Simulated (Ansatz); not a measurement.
**Perturbing CaScBO4**

Base: a refined structure from the COD, its atoms then relaxed with PBE in this cell.

```xyz
28
Lattice="10.2830 0.0000 0.0000 0.0000 3.3636 0.0000 0.0000 0.0000 9.4320" Properties=species:S:1:pos:R:3 pbc="T T T"
Ca    6.0566    2.5227    7.9499
Ca    9.3679    0.8409    3.2339
Ca    0.9151    2.5227    6.1981
Ca    4.2264    0.8409    1.4821
Sc    4.0251    0.8409    5.4020
Sc    1.1164    2.5227    0.6860
Sc    9.1666    0.8409    8.7460
Sc    6.2579    2.5227    4.0300
B     3.1279    0.8409    8.1557
B     2.0136    2.5227    3.4397
B     8.2694    0.8409    5.9923
B     7.1551    2.5227    1.2763
O     5.1669    2.5227    5.8091
O    10.2576    0.8409    1.0931
O     0.0254    2.5227    8.3389
O     5.1161    0.8409    3.6229
O     2.4956    0.8409    6.9213
O     2.6459    2.5227    2.2053
O     7.6371    0.8409    7.2267
O     7.7874    2.5227    2.5107
O     2.7504    2.5227    4.6189
O     2.3911    0.8409    9.3349
O     7.8919    2.5227    0.0971
O     7.5326    0.8409    4.8131
O     4.5013    0.8409    8.2527
O     0.6402    2.5227    3.5367
O     9.6428    0.8409    5.8953
O     5.7817    2.5227    1.1793
```

Atoms are numbered from 1 in the order listed; like atoms form one site, named after its first atom.

All values are calculated (Ansatz; DFT, PBE, plane waves and PAW, scalar-relativistic, 420 eV cutoff, Γ-centred 2×6×3 k-points, Fermi–Dirac smearing 0.02 eV), not measured.

Problem. Variant: atom 9 (B) moved by 0.10 Å along (-0.052, -0.076, -0.039) Å. What happens to the gradients (10²¹ V/m²)?

Solution. 

```
site  atoms  V_zz base  η base  V_zz variant  η variant
 Ca1      1      -2.41    0.17         -2.44       0.10
 Ca3      3      -2.41    0.17         -2.46       0.18
 Ca4      4      -2.41    0.17         -2.32       0.24
 Sc5      5       4.94    0.12          4.75       0.05
 Sc6      6       4.94    0.12          4.93       0.09
 Sc7      7       4.94    0.12          4.95       0.13
  B9      9       2.60    0.09          2.58       0.23
 B11     11       2.60    0.09          2.60       0.09
 O13     13      -0.60    0.12         -0.66       0.18
 O15     15      -0.60    0.12         -0.58       0.10
 O17     17       5.24    0.89         -4.69       0.87
 O21     21      -6.76    0.47         -6.73       0.48
 O22     22      -6.76    0.47         -6.81       0.57
 O25     25       5.07    0.87          6.04       0.58
```

The largest change of V_zz along a kept axis is on O25, from 5.07 to 6.04. The whole tensor moves most on O17, by 1.57 along its most changed direction. In per cent, |V_zz| changes by -3 to +2 on Ca, -4 to 0 on Sc, -1 to 0 on B, -4 to +19 on O (all sites that start above 0.5, bar those whose gradient vanishes or changes sign or whose main axis turns by over 40°). Where |V_zz| stays above 0.1 and the axes keep their order, η moves most on O25, from 0.87 to 0.58. On B9 V_xx and V_yy change places (or their axes turn by over 50°), so the two values of η hide a larger change. On O17 the largest principal value lies along another axis in the second run, so the two V_zz can't be compared directly. The table leaves out 14 of the 28 sites, with |V_zz| up to 6.79; their tensors move by 0.08 at most along any direction. The statements above cover all sites. The number of symmetry-distinct sites goes from 7 to 28.

For the variant: The atoms aren't relaxed after the move (largest force 3.4 eV/Å).
